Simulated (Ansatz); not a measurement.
# CaMg (Pm-3m): electronic heat capacity and spin susceptibility from the density of states

These are results of DFT r2SCAN, scalar-relativistic, plane waves, PAW (Ansatz), not measurements.

Plane waves to 500 eV, a k mesh through Γ of 10×10×10 on the computed 2-atom cell and Gaussian smearing (0.10 eV); no spin polarisation.

Relaxed cell: Pm-3m, a = 3.970 Å, b = 3.970 Å, c = 3.970 Å, α = 90.00°, β = 90.00°, γ = 90.00°, 2 atoms in the primitive cell. Whether it is the stable form of this composition wasn't checked.

The density of states at the Fermi level is 1.527 states/eV in the cell of 2 atoms (1 formula unit; both spins, tetrahedra on a 15×15×15 mesh).

Question: What Sommerfeld coefficient and Pauli susceptibility does this give?

Answer: Per formula unit N(E_F) = 1.527 states/eV. γ = (π²/3) k_B² N(E_F) N_A = 2.357 mJ/(mol K²) per state/eV, so γ = 3.6 mJ/(mol K²), a mole of formula units. χ_P = μ_B² N(E_F) N_A = 3.23×10⁻⁵ emu/mol per state/eV gives 4.9×10⁻⁵ emu/mol. This is the bare band result: a measured γ of the same phase is as a rule larger by a factor 1 + λ from phonons and spin fluctuations, the spin part of χ is larger by the Stoner factor, and a measured χ also holds orbital and core terms. N(E_F) at one energy is sensitive to the mesh where the density of states has sharp peaks.